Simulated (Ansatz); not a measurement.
A trial cell of Ge₅W, before relaxation:

```yaml
crystal:
  lattice:
    - [4.58225, 0.00000, 0.00000]
    - [0.00000, 4.58225, 0.00000]
    - [0.00000, 0.00000, 5.62301]
  atoms:
    - { symbol: Ge, position: [0.00000, 0.00000, 0.00000] }
    - { symbol: Ge, position: [0.31521, 0.00000, 0.50000] }
    - { symbol: Ge, position: [0.68479, 0.00000, 0.50000] }
    - { symbol: Ge, position: [0.00000, 0.31521, 0.50000] }
    - { symbol: Ge, position: [0.00000, 0.68479, 0.50000] }
    - { symbol: W, position: [0.50000, 0.50000, 0.50000] }
```

Theory: DFT PBE, scalar-relativistic, plane waves, PAW in Ansatz. Cutoff 420 eV, Gaussian smearing, Γ-centred meshes. Cell and atoms relax first on a coarse mesh and then on a finer one. In between, the cell is made exact in the group found at 0.06 Å. In metals the finer mesh still leaves noise of several meV/atom or more. The steps can't lower the symmetry of their start. No spin polarisation.

A guess keeps its type if space group and coordination stay and the shape of the cell changes little (axis ratios within about 15 %, angles within 6°); the volume may change.

Question: Does this structure survive the relaxation?

Answer: It doesn't keep its type. The symmetry stays P4/mmm (No. 123). The volume per atom grows by 10.7 %, from 19.7 to 21.8 Å³. The shortest distance goes from 1.69 Å (Ge–Ge) to 2.35 Å (Ge–Ge). The ratio c/a of the conventional cell changes by a factor of 0.43. Counting neighbours within 15 % of an atom's shortest distance, the start has Ge 1/8, W 8 and the end Ge 3/8, W 10. In detail, at the end Ge on a site of symmetry 4/mmm has 8 Ge at 2.57 Å and 2 Ge at 3.30 Å; Ge on a site of symmetry m2m is surrounded by 1 Ge at 2.35 Å, 2 Ge at 2.57 Å, 2 Ge at 2.79 Å, 2 Ge at 3.30 Å and 2 W at 3.36 Å; around W lie 2 W at 3.30 Å and 8 Ge at 3.36 Å.

```cif
data_structure
_symmetry_space_group_name_H-M 'P 1'
_symmetry_Int_Tables_number 1
_cell_length_a 6.2972
_cell_length_b 6.2972
_cell_length_c 3.2957
_cell_angle_alpha 90.000
_cell_angle_beta 90.000
_cell_angle_gamma 90.000
_cell_volume 130.69
loop_
_atom_site_label
_atom_site_type_symbol
_atom_site_fract_x
_atom_site_fract_y
_atom_site_fract_z
_atom_site_occupancy
Ge1 Ge 0.00000 0.00000 0.00000 1
Ge2 Ge 0.31369 0.00000 0.50000 1
Ge3 Ge 0.68631 0.00000 0.50000 1
Ge4 Ge 0.00000 0.31369 0.50000 1
Ge5 Ge 0.00000 0.68631 0.50000 1
W1 W 0.50000 0.50000 0.50000 1
```

The zero of energy is the elements' standard structures at the same level; no fitted shifts are applied.

Question: At what energy does it end?

Answer: +1.35 eV/atom. It can't be a ground state, since the elements alone are lower.

The last run used a 6×6×12 mesh (in the run's order of axes) for its 6-atom cell and Gaussian smearing of 0.10 eV. These runs have no spin–orbit coupling, which can matter for W. The cell is a metal run without spin; a magnetic state may lie lower. Symmetry constrained the relaxation, so the result can be a saddle point. Another cell of Ge5W relaxed alike, in P4/mmm, lies 1.04 eV/atom lower, so this cell isn't the stable form at this level.

In counts of neighbours, a slash parts the counts of unlike sites.
